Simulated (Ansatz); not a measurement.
MnF$_{2}$:
```
MnF2
1.0
    3.44160    -3.44160     0.00000
    3.44160     3.44160     0.00000
    0.00000     0.00000     3.29393
Mn F
2 4
Direct
  0.00000   0.00000   0.00000
  0.50000   0.50000   0.50000
  0.69614   0.69614   0.00000
  0.80386   0.19614   0.50000
  0.30386   0.30386   0.00000
  0.19614   0.80386   0.50000
```
Starting moments (μB, in the order of the atoms Mn Mn F F F F): 4.7 -4.7 0.0 0.0 0.0 0.0.

Relaxed with r²SCAN. Independent-particle spectrum: no excitons, no local fields, no scissors shift; 0.1 eV broadening; ε₁ of the summed bands alone.

Question: Tabulate the dielectric function from plane-wave PAW r²SCAN (Ansatz code).

Answer: 

```
E (eV)  ε₁ xx  ε₂ xx  ε₁ zz  ε₂ zz
------  -----  -----  -----  -----
0.0      2.23   0.00   2.28   0.00
0.4      2.24   0.00   2.28   0.00
0.8      2.24   0.00   2.29   0.00
1.2      2.26   0.00   2.30   0.00
1.6      2.28   0.00   2.32   0.00
2.0      2.31   0.00   2.35   0.00
2.4      2.35   0.00   2.38   0.00
2.8      2.40   0.00   2.43   0.00
3.2      2.49   0.00   2.51   0.01
3.6      2.63   0.04   2.61   0.05
4.0      3.02   0.18   2.76   0.10
4.4      2.85   0.91   3.16   0.45
4.8      2.21   0.56   2.49   0.95
5.2      2.70   0.50   2.14   0.36
5.6      2.35   1.32   2.85   0.56
6.0      1.80   0.87   2.38   0.36
6.4      2.00   0.31   2.59   0.50
6.8      2.45   0.36   2.77   0.44
7.2      2.42   0.33   2.74   0.49
7.6      2.65   0.49   3.08   0.59
8.0      2.83   0.59   3.22   0.84
8.4      3.44   0.88   3.84   1.10
8.8      2.44   1.91   2.62   2.51
9.2      2.26   1.71   2.61   1.67
9.6      2.28   1.75   2.51   2.47
10.0     2.02   1.88   1.39   2.72
10.4     1.93   1.91   1.73   3.10
10.8     1.48   2.20   0.35   2.04
11.2     0.77   1.39   0.67   1.59
11.6     1.20   1.16   0.58   0.94
12.0     1.21   1.32   1.02   1.03
```

With all bands, ε∞ without local fields is 2.47 (xx = yy), 2.51 (zz).

Space group P4_2/mnm (rutile). The r²SCAN relaxation kept the symmetry of its start, as lowered by the spin order. The final state is antiferromagnetic, chosen from 5 collinear starts compared on coarse meshes (ties went to the first, and starts can fall back to one state), not a proven ground state. Other orbital occupations within this spin state were not tried. No Hubbard U is applied.

Potentials: the later of the program's two PAW sets.
